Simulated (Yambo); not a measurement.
G0W0@LDA for SrClF (space group P4/nmm, No. 129) in Yambo (4×4×2 mesh, 6 Ry block, plasmon pole, screening fixed), without a terminator:

| bands N in G | gap Γ → Γ (eV) | shift of the valence edge (eV) |
|---|---|---|
| 55 | 8.758 | -0.992 |
| 88 | 8.790 | -1.414 |
| 131 | 8.786 | -1.577 |

Problem. Extrapolate both columns to infinite N with E(N) = E∞ + A/N, test the form, and compare with the terminator.

Solution. From two points, E∞ = (N2 E2 − N1 E1)/(N2 − N1). The two largest N give 8.78 eV for the gap and -1.91 eV for the shift; the two smallest give 8.84 eV and -2.12 eV. For the gap the slopes A are -4.7 and 1.1 eV: the form isn't reached, and its limit is uncertain. For the shift the slopes A are 62 and 44 eV: the form isn't reached, and its limit is uncertain. With the Bruneval-Gonze terminator and 131 bands the run gives 8.80 eV and -1.73 eV, 0.02 eV and 0.18 eV from the extrapolated values: the terminator too is an estimate of the remainder. Block, mesh and the bands in W are held fixed.

Geometry of the Materials Project entry, not relaxed at this level; primitive cell a = 4.130 Å, b = 4.130 Å, c = 6.977 Å, α = 90.00°, β = 90.00°, γ = 90.00°.

A shift is the quasiparticle energy of the state minus its LDA energy.
